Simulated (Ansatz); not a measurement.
Consider the following.

AlGaSb2:
```xyz
4
Lattice="2.1694 1.2525 7.0826 -2.1694 1.2525 7.0826 0.0000 -2.5050 7.0826" Properties=species:S:1:pos:R:3 pbc="T T T"
Al     0.0000     0.0000    21.2448
Ga     0.0000     0.0000    10.6252
Sb     0.0000     0.0000     2.6644
Sb     0.0000     0.0000    13.2738
```

This is the PBEsol-relaxed structure. Tensor components refer to the Cartesian frame of this cell.

**Question.** All from PBEsol in the plane-wave PAW code Ansatz, unless another level is named. Predict the HSE06 gap on the PBEsol cell.

**Answer.** 1.04 eV.

**Question.** What about the hole effective mass, band 2 of 2 at the edge?

**Answer.** 0.057 along x, 0.75 along z (mₑ).

**Question.** And the weight of the conduction-edge state by species (Voronoi cells)?

**Answer.** Sb 45 %, Ga 44 %, Al 11 %.

**Question.** Give the weight of the valence-edge state by species (Voronoi cells).

**Answer.** Sb 69 %, Ga 17 %, Al 13 %.

**Question.** Give the valence-band maximum.

**Answer.** at Γ.

Space group R3m. The workflow started from a Materials Project entry (that database holds measured and hypothetical structures alike); the Crystallography Open Database copy checked does not list it. With Al and Ga taken as one species the cell has the higher symmetry F-43m, so it may be an ordered model of a mixed-site phase. Its standing as an ambient phase is unchecked. Symmetry was held in the PBEsol relaxation; of distortions, only those at the zone centre were tested. Spin–orbit coupling is left out wherever it is not named.

Potentials: the later of the program's two PAW sets.
